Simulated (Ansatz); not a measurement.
## HfBiBr3: from a guess to a relaxed structure

The calculation used DFT PBE, scalar-relativistic, plane waves, PAW (Ansatz 0.2.0). Cutoff 420 eV, Gaussian smearing, Γ-centred meshes. Cell and atoms relax first on a coarse mesh and then on a finer one. In between, the cell is made exact in the group found at 0.06 Å. In metals the finer mesh still leaves noise of several meV/atom or more. The steps can't lower the symmetry of their start. No spin polarisation.

The cell of HfBiBr3 is invented: perovskite family, tilts a0a0a0 (Pm-3m, No. 221) (A site Bi; B site Hf; X site Br). Lengths were set from tabulated atomic sizes, so they are only a guess.

```yaml
crystal:
  lattice:
    - [5.16471, 0.00000, 0.00000]
    - [0.00000, 5.16471, 0.00000]
    - [0.00000, 0.00000, 5.16471]
  atoms:
    - { symbol: Hf, position: [0.00000, 0.00000, 0.00000] }
    - { symbol: Bi, position: [0.50000, 0.50000, 0.50000] }
    - { symbol: Br, position: [0.50000, 0.00000, 0.00000] }
    - { symbol: Br, position: [0.00000, 0.50000, 0.00000] }
    - { symbol: Br, position: [0.00000, 0.00000, 0.50000] }
```

The zero of energy is the elements' standard structures at the same level; no fitted shifts are applied. The references include crystalline Br.

Problem. What does it relax into?

Solution. The symmetry stays Pm-3m (No. 221). The end has the cubic perovskite type. The volume per atom grows by 8.3 %, from 27.6 to 29.8 Å³. The shortest distance goes from 2.58 Å (Hf–Br) to 2.65 Å (Hf–Br). Conventional cell: a = 5.304 Å. Around Hf lie 6 Br at 2.65 Å; around Bi lie 12 Br at 3.75 Å; around Br lie 2 Hf at 2.65 Å, 4 Bi at 3.75 Å and 8 Br at 3.75 Å.

```
Hf Bi Br
1.0
     5.30439    0.00000    0.00000
     0.00000    5.30439    0.00000
     0.00000    0.00000    5.30439
Hf Bi Br
1 1 3
Direct
  0.00000 0.00000 0.00000
  0.50000 0.50000 0.50000
  0.50000 0.00000 0.00000
  0.00000 0.50000 0.00000
  0.00000 0.00000 0.50000
```

Problem. Give its energy and gap.

Solution. The formation energy is −0.22 eV/atom and the gap on the 8×8×8 mesh of the 5-atom cell is 0 eV (a metal).

It lies below the elements, which doesn't yet make it stable against other compounds or structures.

The last run used Gaussian smearing of 0.10 eV. Spin–orbit coupling, which can matter for Bi and Hf, is left out. The cell is a metal run without spin; a magnetic state may lie lower. The reference form of Br is held partly by dispersion forces, which this level lacks. Symmetry constrained the relaxation, so the result can be a saddle point.
